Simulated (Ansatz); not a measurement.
Pd (fcc, Cu type)

```
CELL_PARAMETERS angstrom
      0.00000     1.95417     1.95417
      1.95417     0.00000     1.95417
      1.95417     1.95417     0.00000
ATOMIC_POSITIONS crystal
  Pd 0.00000 0.00000 0.00000
```

The volume is varied about the relaxed value V₀ at fixed cell shape. Symmetry pins the atoms to their sites.

Computed with r2SCAN (plane waves to 500 eV, PAW, scalar-relativistic; Ansatz, an electronic-structure program). k mesh 21×21×21 (Γ-centred), Fermi-Dirac smearing 0.05 eV. The energy includes the smearing's −TS. Stress and pressure are positive under compression. Pd is run without spin polarisation. Pd was relaxed with its symmetry unable to fall. ΔE is measured from the relaxed starting cell. The last digit holds for this mesh only.

```tsv
V (Å³/atom)	ΔE (meV/atom)
13.433	107.8
13.806	57.0
14.179	23.8
14.552	5.6
14.925	0.0
15.298	5.2
15.671	19.6
16.045	41.7
16.418	withheld
```

Problem. Fit a third-order Birch-Murnaghan form (E₀, V₀, B₀, B₀′ free) to the given rows and predict ΔE at V = 16.418.

Solution. Least squares on the 8 given rows: ΔE = E₀ + (9V₀B₀/16)·y²·[2 + (B₀′ − 4)y], y = (V₀/V)^(2/3) − 1, with V₀ = 14.921 Å³/atom, B₀ = 185.0 GPa (160.2 GPa = 1 eV/Å³; the term in eV is multiplied by 1000), B₀′ = 5.58, E₀ = 0.01 meV/atom; root-mean-square residual 0.04 meV/atom. At 16.418 the fit gives 70.3 meV/atom; the calculation gives 70.3 meV/atom, the same to the digits shown. For the pressure the fit gives -13.5 GPa against the computed -13.5 GPa.

(Under strain, the slope of the energy per volume gives the stress and its curvature an elastic modulus.)
